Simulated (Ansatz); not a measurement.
# TiTc: stiffness from a series of strains

```xyz
2
Lattice="3.1100 0.0000 0.0000 0.0000 3.1100 0.0000 0.0000 0.0000 3.1100" Properties=species:S:1:pos:R:3 pbc="T T T"
Ti    1.5550    1.5550    1.5550
Tc    0.0000    0.0000    0.0000
```

Atoms are numbered in the order listed.

The cell comes from COD entry 1527274, which wasn't checked; take it as a given geometry.

Spin polarisation is left out, and whether a magnetic state lies lower isn't shown here.

Method: DFT, PBEsol, all-electron LAPW, scalar-relativistic in Ansatz 0.2.0.

The runs use a Γ-centred 12×12×12 k mesh, Fermi–Dirac smearing of 0.08 eV, basis error target 0.25 meV/atom, no spin polarisation.

The strain is applied along the Cartesian axes of the cell as listed (the other components stay zero). Fractional coordinates are held (clamped ions).

σ is the change of stress from the unstrained cell, which is at -8.12 GPa; tension is positive, so slopes are stress–strain coefficients at that pressure. In a metal the k mesh adds noise.

Only quantities that a quadratic follows smoothly over the whole series are listed; rougher ones are left out.

| εxx = εyy | σzz (GPa) | σxx (GPa) |
| --- | --- | --- |
| -0.0200 | -5.15 | -9.82 |
| 0.0000 | 0.00 | 0.00 |
| 0.0100 | 2.16 | 4.23 |
| 0.0200 | 4.10 | 8.04 |

Question: Fit the series and read off the stiffness at zero strain.

Answer: Least-squares fits y = p0 + p1 x + p2 x² to the rows give σzz (GPa): p1 = 231, p2 = -1300; σxx (GPa): p1 = 446, p2 = -2200. So 2 C12 = 231 GPa and C11 + C12 = 446 GPa.

Question: One run, at εxx = εyy = -0.0100, is withheld. Predict its row.

Answer: The fits give -2.45, -4.69; the run gave -2.43, -4.67.
